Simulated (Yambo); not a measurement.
Yambo run on Ba2ScTaO6 (space group Fm-3m, No. 225). The wavefunctions come from this Quantum ESPRESSO step (PBEsol, PseudoDojo standard norm-conserving files, scalar-relativistic):

```
&CONTROL
  calculation = 'nscf'
  pseudo_dir = './pseudo'
  outdir = './out'
/
&SYSTEM
  ibrav = 0
  nat = 10
  ntyp = 4
  ecutwfc = 84.0
  ecutrho = 336.0
  occupations = 'fixed'
  force_symmorphic = .true.
  nbnd = 223
/
&ELECTRONS
  conv_thr = 1e-08
  diago_full_acc = .true.
  diago_thr_init = 1e-08
/
ATOMIC_SPECIES
O 15.9990 O.upf
Sc 44.9559 Sc.upf
Ba 137.3270 Ba.upf
Ta 180.9479 Ta.upf
CELL_PARAMETERS angstrom
  0.000000000000   4.157430000000   4.157430000000
  4.157430000000   0.000000000000   4.157430000000
  4.157430000000   4.157430000000   0.000000000000
ATOMIC_POSITIONS crystal
O   0.757430000000   0.242570000000   0.242570000000
O   0.242570000000   0.757430000000   0.757430000000
O   0.242570000000   0.757430000000   0.242570000000
O   0.757430000000   0.242570000000   0.757430000000
O   0.242570000000   0.242570000000   0.757430000000
O   0.757430000000   0.757430000000   0.242570000000
Sc   0.500000000000   0.500000000000   0.500000000000
Ba   0.250000000000   0.250000000000   0.250000000000
Ba   0.750000000000   0.750000000000   0.750000000000
Ta   0.000000000000   0.000000000000   0.000000000000
K_POINTS automatic
2 2 2 0 0 0
```

Yambo input:

```
rim_cut
gw0
dyson
el_el_corr
HF_and_locXC
ppa
em1d
RandQpts= 1000000
RandGvec= 1 Ry
EXXRLvcs= 84 Ry
VXCRLvcs= 336 Ry
Chimod= "HARTREE"
% BndsRnXp
 3 | 220 |
%
NGsBlkXp= 7 Ry
% LongDrXp
 1.0 | 1.0 | 1.0 |
%
PPAPntXp= 27.2114 eV
% GbndRnge
 1 | 220 |
%
GTermKind= "BG"
DysSolver= "n"
ExtendOut
% QPkrange
 1 | 1 | 40 | 41 |
 2 | 2 | 40 | 41 |
 3 | 3 | 40 | 41 |
%
```

k points by index: 1 = Γ, 2 = L, 3 = X.

The o-*.qp file then holds:

```
#    K-point    Band    Eo [eV]    E [eV]    E-Eo [eV]    Vxc [eV]    Vnlxc [eV]    Sc|Eo [eV]    Sc|E [eV]    dSc/dw|Eo [eV]    Re(Z)    Im(Z)
#
    1    40    0.000000    -0.472578    -0.472578    -19.50092    -24.64295    4.531655    4.669450    -7.932054    0.774292    -0.001418
    1    41    3.028739    4.341087    1.312348    -14.90430    -8.792955    -4.520647    -4.798994    -5.771012    0.825026    -0.001079
    2    40    -0.429097    -0.957359    -0.528262    -18.92025    -24.13958    4.536376    4.691066    -7.966462    0.773536    -0.001225
    2    41    4.393772    5.623748    1.229976    -15.47838    -9.735125    -4.239836    -4.513281    -6.048921    0.818132    -0.001327
    3    40    -0.047887    -0.528134    -0.480247    -19.37312    -24.49053    4.497564    4.637156    -7.907223    0.774840    -0.001412
    3    41    3.212422    4.612148    1.399725    -15.20377    -8.815379    -4.689123    -4.988661    -5.822682    0.823736    -0.001101
```
(The two width columns are left out.) Convergence of these settings isn't established.

Spin-orbit coupling is not included.

Geometry of the Materials Project entry, not relaxed at this level.

The structure is a Materials Project entry; no match was found in the copy of COD used, and its stability was not checked.
